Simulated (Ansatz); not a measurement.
Recipe of this trial structure of Ta2SiO2: close-packed anion layers stacked AB, with sites between them filled layer by layer (P-3m1, No. 164) (elements of the layers in order: O O). Lengths were set from tabulated atomic sizes, so they are only a guess.

```cif
data_structure
_symmetry_space_group_name_H-M 'P-3m1'
_symmetry_Int_Tables_number 164
_cell_length_a 3.5637
_cell_length_b 3.5637
_cell_length_c 4.9776
_cell_angle_alpha 90.000
_cell_angle_beta 90.000
_cell_angle_gamma 120.000
_cell_volume 54.74
loop_
_atom_site_label
_atom_site_type_symbol
_atom_site_symmetry_multiplicity
_atom_site_Wyckoff_symbol
_atom_site_fract_x
_atom_site_fract_y
_atom_site_fract_z
_atom_site_occupancy
Ta1 Ta 2 d 0.66667 0.33333 0.61558 1
Si1 Si 1 a 0.00000 0.00000 0.00000 1
O1 O 2 d 0.33333 0.66667 0.86955 1
```

These are results of Ansatz 0.2.0, DFT PBE, scalar-relativistic, plane waves, PAW, not measurements. Cutoff 420 eV, Gaussian smearing, Γ-centred meshes. Cell and atoms relax first on a coarse mesh and then on a finer one. In between, the cell is made exact in the group found at 0.06 Å. In metals the finer mesh still leaves noise of several meV/atom or more. The steps can't lower the symmetry of their start. No spin polarisation in the relaxation; trial moments died out in a coarse test.

A guess keeps its type if space group and coordination stay and the shape of the cell changes little (axis ratios within about 15 %, angles within 6°); the volume may change.

**Question.** Does this structure survive the relaxation?

**Answer.** It doesn't keep its type. The symmetry stays P-3m1 (No. 164). The volume per atom grows by 29.6 %, from 10.9 to 14.2 Å³. The shortest distance goes from 2.16 Å (Si–O) to 2.12 Å (Ta–O). The ratio c/a of the conventional cell changes by a factor of 2.37. Counting neighbours within 15 % of an atom's shortest distance, the start has O 10, Si 6, Ta 8 and the end O 3, Si 12, Ta 3. In detail, at the end around Ta lie 3 O at 2.12 Å and 9 Ta at 2.92–2.99 Å; Si is surrounded by 6 O at 2.84 Å and 6 Si at 2.92 Å; O is surrounded by 3 Ta at 2.12 Å and 3 Si at 2.84 Å.

```
Ta Si O
1.0
     2.91645    0.00000    0.00000
    -1.45823    2.52572    0.00000
     0.00000    0.00000    9.63536
Ta Si O
2 1 2
Direct
  0.66667 0.33333 0.62825
  0.33333 0.66667 0.37175
  0.00000 0.00000 0.00000
  0.33333 0.66667 0.76202
  0.66667 0.33333 0.23798
```

The last run used a 12×12×4 mesh (in the run's order of axes) for its 5-atom cell and Gaussian smearing of 0.10 eV. Weakly bound directions are ill-defined at this level, which has no dispersion term. These runs have no spin–orbit coupling, which can matter for Ta. Symmetry constrained the relaxation, so the result can be a saddle point.
